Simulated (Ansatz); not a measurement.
Each is relaxed and computed with r²SCAN in the plane-wave PAW code Ansatz. Which is the only metal?
(A) BP, rock salt
(B) BN, P6_3mc (Pearson symbol hP12)
(C) CsPH2O4, P2_1 (Pearson symbol mP16)
(D) BSe2, P2_1/c (Pearson symbol mP24)

A, BP, rock salt. BP: metal; BN: gap 5.75 eV (indirect); CsPH2O4: gap 5.97 eV (indirect); BSe2: gap 2.04 eV (indirect). Constructed cells (a structure type filled with these elements, in neither database checked): BP, rock salt. Built on a structure type that need not be the filed one of that space group: BN, P6_3mc (Pearson symbol hP12). Not the usual ambient phase: BP, rock salt; BN, P6_3mc (Pearson symbol hP12). Standing as an ambient phase not checked: CsPH2O4, P2_1 (Pearson symbol mP16); BSe2, P2_1/c (Pearson symbol mP24). Weakly bound layers, chains or molecules computed without a dispersion correction, so cells and soft constants are ill determined: BSe2, P2_1/c (Pearson symbol mP24). All cells were relaxed under the symmetry of their starts (and spin orders); stability against distortions was not tested throughout. Spin–orbit coupling is left out wherever it is not named.

Potentials: the later of the program's two PAW sets.
